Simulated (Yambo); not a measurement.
RPA spectrum of BaTiO3 (space group R3m, No. 160) on PBEsol bands in Yambo (10×10×10 mesh, 57 bands, 3 Ry local-field block, 0.2 eV broadening; field along x). CGrdSpXd merges neighbouring transition energies to save time; the report line [X-CG] gives the poles kept by one of the 4 MPI tasks, and where the merging fails may depend on that split. Axes are Cartesian, with cell vectors (Å) (2.85, 1.64, 2.34), (-2.85, 1.64, 2.34), (0.00, -3.29, 2.34).

```
CGrdSpXd asked (%)  share reached (%)  poles used (one task)  static ε  largest change of Im ε (% of its maximum)              rough time
------------------  -----------------  ---------------------  --------  -----------------------------------------  ----------------------
100                               100                  16688      5.89                                        0.0                       1
70                                 69                  11681      5.89                                        0.0  within a factor of two
30                                 29                   4996      5.89                                        0.1               about 1/3
15                                  0                    154      6.01                                         12               about 1/6
5                                   0                    154      6.01                                         12               about 1/6
```

All runs end normally. In the runs at 15 %, 5 % few poles are left or the spectrum changes by over a quarter of its peak, and no warning says so. Times are rough ratios from shared machines. The k mesh wasn't tested; the rows compare only with each other.

Geometry of the Materials Project entry, not relaxed at this level; primitive cell a = b = c = 4.0338 Å, α = β = γ = 89.84°.
